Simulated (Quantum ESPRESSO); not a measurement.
## Calculated data, Ga3SiCN3 (made-up cell)

Calculation on a made-up crystal cell, not a measurement: periodic Kohn-Sham density functional theory in plane waves with PseudoDojo standard norm-conserving scalar-relativistic pseudopotentials, each functional with its own files (v0.5 for PBE, v0.4.1 for LDA and PBEsol), no spin polarisation, no spin-orbit coupling, atoms not relaxed, stress positive in tension, energies less a fixed whole-eV offset for each atom's element; levels are Kohn-Sham levels at fractions of this cell's reciprocal vectors, counted from the reference band (half the neutral cell's valence electrons, rounded up) at Gamma; error bars cover cutoff and k-mesh only, not smearing or the files; added strain carries the atoms with the cell, and shear is the tensor component; each bar is the largest change over components, and at least 0.002 eV, 0.002 eV per angstrom or 0.02 GPa; energies are for the whole cell, and the offsets were chosen from early runs and are not element reference energies. Program: Quantum ESPRESSO 7.5.

```cif
# cell vector a (Å): 4.5471 0.0168 -0.0241
# cell vector b (Å): 0.0168 4.5633 0.0556
# cell vector c (Å): -0.0241 0.0556 4.6237
data_Ga3SiCN3
_symmetry_space_group_name_H-M 'P 1'
_symmetry_Int_Tables_number 1
_cell_length_a 4.5472
_cell_length_b 4.5637
_cell_length_c 4.6241
_cell_angle_alpha 88.614
_cell_angle_beta 90.600
_cell_angle_gamma 89.581
_cell_volume 95.92
loop_
_atom_site_label
_atom_site_type_symbol
_atom_site_fract_x
_atom_site_fract_y
_atom_site_fract_z
_atom_site_occupancy
Ga1 Ga 0.97513 0.98417 0.99018 1
Ga2 Ga 0.97376 0.49881 0.50902 1
Si1 Si 0.50403 0.02587 0.51550 1
Ga3 Ga 0.48855 0.52767 0.99804 1
N1 N 0.24246 0.25743 0.26960 1
N2 N 0.22341 0.77183 0.75605 1
C1 C 0.75142 0.27171 0.74931 1
N3 N 0.76742 0.75169 0.25908 1
_calc_lattice_type 'zincblende/diamond'
_calc_functional 'pbe'
_calc_cutoff 1143  # eV
_calc_fermi_dirac_smearing 0.025  # eV
_calc_scf_tolerance 1e-07  # eV
_calc_electrons_removed 0
_calc_added_strain_kind 'zz'
_calc_added_strain -0.0048
_calc_k_mesh '4 x 4 x 4, shifted by half a step'
_calc_structure_shown 'before the added strain of -0.0048'
_calc_free_energy_less_offsets -2.971  # eV
_calc_smearing_term_minus_ts 0  # eV
_calc_scf_iterations 11
_calc_pressure -2.985  # GPa
_calc_stress_xx 3.639  # GPa
_calc_stress_yy 3.117  # GPa
_calc_stress_zz 2.199  # GPa
_calc_stress_yz 6.96  # GPa
_calc_stress_xz 1.953  # GPa
_calc_stress_xy 1.119  # GPa
_calc_reference_band 31
_calc_error_bar_energy 0.003881  # eV
_calc_error_bar_stress 0.02  # GPa
_calc_error_bar_force 0.002  # eV/angstrom
_calc_error_bar_next_band_up 0.002  # eV
_calc_error_bars_from 'tighter rerun of a related cell'
```

Atoms:
```
atoms element  atom site  atom energy offset (eV)
           Ga          1                    -2080
           Ga          2                    -2080
           Si          3                     -115
           Ga          4                    -2080
            N          5                     -283
            N          6                     -283
            C          7                     -163
            N          8                     -283
```

Forces:
```
site  x (eV/Å)  y (eV/Å)  z (eV/Å)
   1    0.5357     2.631    0.9518
   2     2.683    0.3141   -0.7091
   3    -1.267    0.4766   -0.5945
   4   0.04779    -1.463    0.5029
   5     1.679    -1.245    0.2639
   6     2.968    0.1184    -2.005
   7    -3.216    -2.564    0.9501
   8    -3.431     1.732    0.6399
```

Levels:
```
level k point  next band up (eV)
        Gamma              1.279
(1/2,1/2,1/2)              2.544
   (0.15,0,0)              1.788
   (0,0.15,0)              1.852
   (0,0,0.15)              1.798
```
